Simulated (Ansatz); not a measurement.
Starting structure, Mg put above a Al atom that lies 2.1 Å under the outermost one (Al, Fm-3m (No. 225), (1 0 0) face):

```yaml
crystal:
  lattice:
    - [5.63242, 0.00000, 0.00000]
    - [0.00000, 5.63242, 0.00000]
    - [0.00000, 0.00000, 24.97409]
  atoms:
    - { symbol: Al, position: [0.25000, 0.25000, 0.34035] }
    - { symbol: Al, position: [0.25000, 0.75000, 0.34035] }
    - { symbol: Al, position: [0.75000, 0.25000, 0.34035] }
    - { symbol: Al, position: [0.75000, 0.75000, 0.34035] }
    - { symbol: Al, position: [0.50000, 0.50000, 0.42009] }
    - { symbol: Al, position: [0.50000, 0.00000, 0.42009] }
    - { symbol: Al, position: [0.00000, 0.50000, 0.42009] }
    - { symbol: Al, position: [0.00000, 0.00000, 0.42009] }
    - { symbol: Al, position: [0.75000, 0.75000, 0.50316] }
    - { symbol: Al, position: [0.75000, 0.25000, 0.50316] }
    - { symbol: Al, position: [0.25000, 0.75000, 0.50316] }
    - { symbol: Al, position: [0.25000, 0.25000, 0.50316] }
    - { symbol: Al, position: [0.00000, 0.00000, 0.58580] }
    - { symbol: Al, position: [0.00000, 0.50000, 0.58580] }
    - { symbol: Al, position: [0.50000, 0.00000, 0.58580] }
    - { symbol: Al, position: [0.50000, 0.50000, 0.58580] }
    - { symbol: Mg, position: [0.75000, 0.75000, 0.65467] }
```

These are results of DFT PBE+D3(BJ), scalar-relativistic, plane waves, PAW (Ansatz), not measurements. Cutoff 420 eV; k points 5×5×1 on the computed 17-atom cell (Γ-centred); Gaussian smearing, width 0.10 eV; no spin polarisation. A dipole correction removes the field between periodic images along c.

Atoms 1, 2, 3, 4, 5, 6, 7, 8 (counted from 1) are held. The cell is fixed. Force threshold 0.03 eV/Å.

```json
{"step": "1", "E − E_final (eV)": "0.228", "largest force (eV/Å)": "1.304"}
{"step": "2", "E − E_final (eV)": "0.008", "largest force (eV/Å)": "0.184"}
{"step": "3", "E − E_final (eV)": "0.001", "largest force (eV/Å)": "0.035"}
{"step": "4", "E − E_final (eV)": "0.000", "largest force (eV/Å)": "0.007"}
```

Q: What is the final structure?

A:
```
Al Mg
1.0
     5.63242    0.00000    0.00000
     0.00000    5.63242    0.00000
     0.00000    0.00000   24.97409
Al Mg
16 1
Direct
  0.25000 0.25000 0.34035
  0.25000 0.75000 0.34035
  0.75000 0.25000 0.34035
  0.75000 0.75000 0.34035
  0.50000 0.50000 0.42009
  0.50000 0.00000 0.42009
  0.00000 0.50000 0.42009
  0.00000 0.00000 0.42009
  0.75000 0.75000 0.50563
  0.75000 0.25000 0.50345
  0.25000 0.75000 0.50345
  0.25000 0.25000 0.50136
  0.00838 0.00838 0.58545
  0.00838 0.49162 0.58545
  0.49162 0.00838 0.58545
  0.49162 0.49162 0.58545
  0.75000 0.75000 0.66288
```

The end is the local minimum or symmetric point that this start leads to. The slab is only 6.0 Å thick, so the energy isn't converged with thickness.